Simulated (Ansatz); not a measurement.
MgO:
```cif
data_Mg4O4
_chemical_formula_sum 'O4 Mg4'
_space_group_name_H-M_alt 'Fm-3m'
_space_group_IT_number 225
_space_group_name_Hall '-F 4 2 3'
_cell_length_a 4.25371
_cell_length_b 4.25371
_cell_length_c 4.25371
_cell_angle_alpha 90.000
_cell_angle_beta 90.000
_cell_angle_gamma 90.000
loop_
_atom_site_label
_atom_site_type_symbol
_atom_site_symmetry_multiplicity
_atom_site_Wyckoff_symbol
_atom_site_fract_x
_atom_site_fract_y
_atom_site_fract_z
_atom_site_occupancy
O1 O 4 a 0.00000 0.00000 0.00000 1
Mg1 Mg 4 b 0.50000 0.50000 0.50000 1
```
(The calculation used a cell of 2 atoms; values per cell refer to that cell.)

Relaxed with PBE.

Which orbitals make up the states near the band edges in DFT-PBE in the program Ansatz with PAW potentials?

Top 1 eV of the valence band: O 2p 98 %. Bottom 1 eV of the conduction band: Mg 3s 55 %, O 2s 34 %, O 2p 9 %. Projections are on Löwdin-orthogonalised atomic valence shells; empty p or d shells of many metals are not among them.

Tabulate the density of states.

States/eV per cell of 2 atoms, in 0.25 eV bins, energy from the valence-band maximum.

| E (eV) | total | O 2p | Mg 3s | O 2s |
|---|---|---|---|---|
| -4.60 | 0.00 | 0.00 | 0.00 | 0.00 |
| -4.35 | 0.22 | 0.17 | 0.05 | 0.00 |
| -4.10 | 0.51 | 0.40 | 0.10 | 0.00 |
| -3.85 | 1.04 | 0.86 | 0.15 | 0.01 |
| -3.60 | 2.36 | 2.01 | 0.28 | 0.03 |
| -3.35 | 1.83 | 1.53 | 0.22 | 0.04 |
| -3.10 | 0.72 | 0.59 | 0.08 | 0.02 |
| -2.85 | 0.43 | 0.35 | 0.05 | 0.02 |
| -2.60 | 0.80 | 0.71 | 0.05 | 0.02 |
| -2.35 | 0.90 | 0.81 | 0.04 | 0.01 |
| -2.10 | 0.97 | 0.90 | 0.03 | 0.01 |
| -1.85 | 1.03 | 0.96 | 0.02 | 0.01 |
| -1.60 | 1.29 | 1.22 | 0.03 | 0.01 |
| -1.35 | 2.12 | 2.03 | 0.03 | 0.01 |
| -1.10 | 2.68 | 2.60 | 0.02 | 0.00 |
| -0.85 | 2.88 | 2.80 | 0.01 | 0.00 |
| -0.60 | 2.52 | 2.47 | 0.00 | 0.00 |
| -0.35 | 1.24 | 1.23 | 0.00 | 0.00 |
| -0.10 | 0.46 | 0.45 | 0.00 | 0.00 |
| 0.15 | 0.00 | 0.00 | 0.00 | 0.00 |
| 0.40 | 0.00 | 0.00 | 0.00 | 0.00 |
| 0.65 | 0.00 | 0.00 | 0.00 | 0.00 |
| 0.90 | 0.00 | 0.00 | 0.00 | 0.00 |
| 1.15 | 0.00 | 0.00 | 0.00 | 0.00 |
| 1.40 | 0.00 | 0.00 | 0.00 | 0.00 |
| 1.65 | 0.00 | 0.00 | 0.00 | 0.00 |
| 1.90 | 0.00 | 0.00 | 0.00 | 0.00 |
| 2.15 | 0.00 | 0.00 | 0.00 | 0.00 |
| 2.40 | 0.00 | 0.00 | 0.00 | 0.00 |
| 2.65 | 0.00 | 0.00 | 0.00 | 0.00 |
| 2.90 | 0.00 | 0.00 | 0.00 | 0.00 |
| 3.15 | 0.00 | 0.00 | 0.00 | 0.00 |
| 3.40 | 0.00 | 0.00 | 0.00 | 0.00 |
| 3.65 | 0.00 | 0.00 | 0.00 | 0.00 |
| 3.90 | 0.00 | 0.00 | 0.00 | 0.00 |
| 4.15 | 0.00 | 0.00 | 0.00 | 0.00 |
| 4.40 | 0.00 | 0.00 | 0.00 | 0.00 |
| 4.65 | 0.01 | 0.00 | 0.01 | 0.00 |
| 4.90 | 0.02 | 0.00 | 0.01 | 0.01 |
| 5.15 | 0.03 | 0.00 | 0.02 | 0.01 |
| 5.40 | 0.04 | 0.00 | 0.02 | 0.01 |
| 5.65 | 0.05 | 0.01 | 0.03 | 0.02 |
| 5.90 | 0.07 | 0.01 | 0.04 | 0.02 |
| 6.15 | 0.08 | 0.01 | 0.04 | 0.02 |
| 6.40 | 0.10 | 0.02 | 0.05 | 0.02 |
| 6.65 | 0.12 | 0.02 | 0.07 | 0.03 |
| 6.90 | 0.14 | 0.03 | 0.08 | 0.03 |
| 7.15 | 0.17 | 0.03 | 0.10 | 0.03 |
| 7.40 | 0.21 | 0.04 | 0.12 | 0.03 |
| 7.65 | 0.30 | 0.05 | 0.16 | 0.04 |
| 7.90 | 0.44 | 0.05 | 0.19 | 0.04 |
| 8.15 | 0.46 | 0.05 | 0.19 | 0.03 |
| 8.40 | 0.46 | 0.05 | 0.19 | 0.03 |
| 8.65 | 0.48 | 0.05 | 0.20 | 0.03 |
| 8.90 | 0.49 | 0.05 | 0.20 | 0.02 |
| 9.15 | 0.55 | 0.05 | 0.21 | 0.02 |

The PBE relaxation kept the symmetry of its start.

Potentials: the later of the program's two PAW sets.
